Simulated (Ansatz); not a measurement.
SiGe:
Space group R-3m, hexagonal axes (No. 166); a = 3.921 Å, b = 3.921 Å, c = 19.175 Å, α = 90.00°, β = 90.00°, γ = 120.00°

```tsv
atom	site	symmetry	x	y	z
Si	6c	3m	0.0000	0.0000	0.0611
Ge	6c	3m	0.0000	0.0000	0.4359
```
(The calculation used a cell of 4 atoms; values per cell refer to that cell.)

Relaxed with PBEsol. Plane-wave PAW PBEsol (Ansatz code) gives a gap of 0.33 eV.

Task: What gap does HSE06 give on the same cell (Ansatz, PAW)?

Result: 1.01 eV, 0.68 eV more. The hybrid was solved on a coarser mesh and at special points; the gap given is the minimum over both.

Cost on shared cores: the PBEsol run (SCF on a 8×8×8 mesh, then bands and DOS) very roughly 40 core-seconds, the HSE06 run (SCF on 6×6×6, then a few points) very roughly 2.6 core-minutes; the tasks are unlike.

The start of the workflow was typed in or built on a structure type; neither database checked (COD, Materials Project) lists it. Its standing as an ambient phase is unchecked. The cell was relaxed with PBEsol under the symmetry of its start; whether a distortion lowers the energy is not shown. Spin–orbit coupling is left out wherever it is not named.

Potentials: the earlier of the program's two PAW sets. The files were generated under PBE; for other functionals the program regenerates the frozen cores, and for LDA and PBEsol the local potential too.
